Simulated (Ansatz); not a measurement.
Given:

NbC2:
```cif
data_C2Nb
_chemical_formula_sum 'Nb1 C2'
_space_group_name_H-M_alt 'P 1'
_space_group_IT_number 1
_cell_length_a 3.70889
_cell_length_b 3.70889
_cell_length_c 3.70889
_cell_angle_alpha 128.831
_cell_angle_beta 128.831
_cell_angle_gamma 75.283
loop_
_space_group_symop_operation_xyz
  'x, y, z'
loop_
_atom_site_label
_atom_site_type_symbol
_atom_site_fract_x
_atom_site_fract_y
_atom_site_fract_z
_atom_site_occupancy
Nb1 Nb 0.00000 0.00000 0.00000 1
C1 C 0.61508 0.61508 0.00000 1
C2 C 0.38492 0.38492 0.00000 1
```

This is the r²SCAN-relaxed structure.

Question: All from DFT-r²SCAN in the program Ansatz with PAW potentials, unless another level is named. Predict the electronic character.

Answer: metallic (no gap).

Question: Next, the density of states at the Fermi level?

Answer: 0.41 states/eV per atom (mean over ±0.08 eV).

Question: Next, the gap with spin–orbit coupling?

Answer: none (metallic).

Space group I4/mmm (MoSi2 or CaC2 type). The start of the workflow was typed in or built on a structure type; neither database checked (COD, Materials Project) lists it. Its standing as an ambient phase is unchecked. The cell was relaxed with r²SCAN under the symmetry of its start; its stability against distortions is not shown here. No spin polarisation was allowed. The volume moved by -28 % from the start of the relaxation. Its formation energy is positive at this level, so the cell may be metastable or incomplete. Scalar-relativistic: spin–orbit coupling is off unless named, which matters more the heavier the elements.

Potentials: the later of the program's two PAW sets.
